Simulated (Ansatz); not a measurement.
The computed numbers are results of r²SCAN, scalar-relativistic (collinear spin) in the plane-wave PAW code Ansatz at 500 eV, 12×12×12 k-mesh, Gaussian smearing of 0.05 eV; PAW files: Ansatz's generated set soft_2.

The calculation on XS, where X is one element, gave:

- Space group: F-43m (No. 216)
- Conventional cell: a = 5.355 Å, b = 5.355 Å, c = 5.355 Å, α = 90.00°, β = 90.00°, γ = 90.00°
- Volume: 19.20 Å³/atom
- Band gap: zero (metallic)
- Density of states at the Fermi level: 0.74 states/(eV·atom)
- Magnetic state: ferromagnetic
- Site spin moments: X 0.81 μB
- Spin moment of the cell: 1.23 μB
- Bader charges: X 1.08; S -1.08 e
- Formation energy from the elements (0 K, uncorrected): -0.09 eV/atom
- Bulk modulus (Birch–Murnaghan): 135 GPa

Sites: X on 4a, S on 4d.

Question: Which element is X?
A. Mo
B. Nb
C. Ru
D. Zr

Answer: A. X is Mo, so the compound is MoS.

The start was a prototype's sites filled with these elements, not a measured cell.

The run wasn't fully tested for a lower electronic state. Site moments are of spin, integrated over atomic spheres. The moments were started parallel, and the real magnetic order may be another.
